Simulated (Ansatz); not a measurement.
# How much do the gradients of CdPtC₆N₆ depend on the method?

Cell: a COD entry whose atoms were relaxed with PBE, the cell held.

Space group Fm-3m (No. 225); a = 10.9458 Å.

| site | Wyckoff | site symmetry | x | y | z |
| --- | --- | --- | --- | --- | --- |
| Cd | 4b | m-3m | 0.5000 | 0.5000 | 0.5000 |
| Pt | 4a | m-3m | 0.0000 | 0.0000 | 0.0000 |
| C | 24e | 4m.m | 0.5000 | 0.5000 | 0.1833 |
| N | 24e | 4m.m | 0.5000 | 0.5000 | 0.2890 |

One atom of each set is listed; the run and its k-mesh use a cell of 14 atoms with edges of 7.74, 7.74, 7.74 Å.

First run. Level of theory: DFT, PBE, plane waves and PAW, scalar-relativistic, 420 eV cutoff, Γ-centred 5×5×5 k-points, Fermi–Dirac smearing 0.05 eV (Ansatz 0.2.0).

| site | V_zz (10²¹ V/m²) | η |
| --- | --- | --- |
| C | -3.81 | 0.00 |
| N | -5.87 | 0.00 |

Second run. The same atoms and settings, except that spin–orbit coupling is included (fully relativistic PAW files).

(1) What does the second run give?

## Answers

(1) 

```tsv
site	V_zz	η	change of V_zz
C	-3.82	0.00	-0.01
N	-5.88	0.00	-0.01
```

No V_zz moves by more than 0.01. Sites without a gradient aren't listed.

The database entry as given showed forces above 3 eV/Å or a pressure above 30 GPa, though relaxing it moves no atom far.
